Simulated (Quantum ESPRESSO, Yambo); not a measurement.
**Quasiparticle gap of HgI**

```xyz
4
Lattice="-2.4297 2.4297 5.8830 2.4297 -2.4297 5.8830 2.4297 2.4297 -5.8830" Properties=species:S:1:pos:R:3 pbc="T T T"
I      0.0000     0.0000     7.6575
I      0.0000     0.0000     4.1084
Hg     0.0000     0.0000    10.4445
Hg     0.0000     0.0000     1.3214
```

Cell and atoms were relaxed with PBE+D3(BJ) from Materials Project entry mp-22859, within its symmetry.

Starting point: norm-conserving PBEsol (Quantum ESPRESSO, 70 Ry, scalar-relativistic). G0W0 in Yambo: 4×4×4 Γ-centred k mesh, bands 9 to 163 and a 6 Ry block in the screening, 163 bands in G with the Bruneval-Gonze terminator, plasmon pole fitted at 27.2 eV.

```
Quantity                                                                                           Result
------------------------------------------------------------------------------------------------  -------
PBEsol gap along the band path                                                                    1.13 eV
PBEsol gap between the mesh's edge points (N → P)                                                 1.28 eV
G0W0 gap between the same points                                                                  2.14 eV
PBEsol smallest direct gap on the mesh (at P)                                                     1.84 eV
G0W0 direct gap at that point                                                                     2.66 eV
estimate of the fundamental G0W0 gap (path gap plus the correction; the mesh misses a band edge)  1.99 eV
```

| k point | band | E PBEsol (eV) | E QP (eV) | shift (eV) | Z |
|---|---|---|---|---|---|
| Γ | VB | -1.03 | -1.72 | -0.69 | 0.79 |
| Γ | CB | 2.86 | 3.25 | 0.39 | 0.80 |
| X | VB | -1.02 | -1.71 | -0.69 | 0.79 |
| X | CB | 2.58 | 2.99 | 0.41 | 0.80 |
| N | VB | 0.00 | -0.50 | -0.50 | 0.80 |
| N | CB | 2.18 | 2.55 | 0.37 | 0.81 |
| P | VB | -0.57 | -1.02 | -0.45 | 0.80 |
| P | CB | 1.28 | 1.64 | 0.36 | 0.81 |
| Z | VB | -0.56 | -1.22 | -0.66 | 0.79 |
| Z | CB | 2.13 | 2.53 | 0.40 | 0.81 |

Energies count from the PBEsol valence-band maximum.

Convergence of the G0W0 settings was not tested.

Without spin-orbit coupling, band edges of such heavy elements can be off by tenths of an eV.
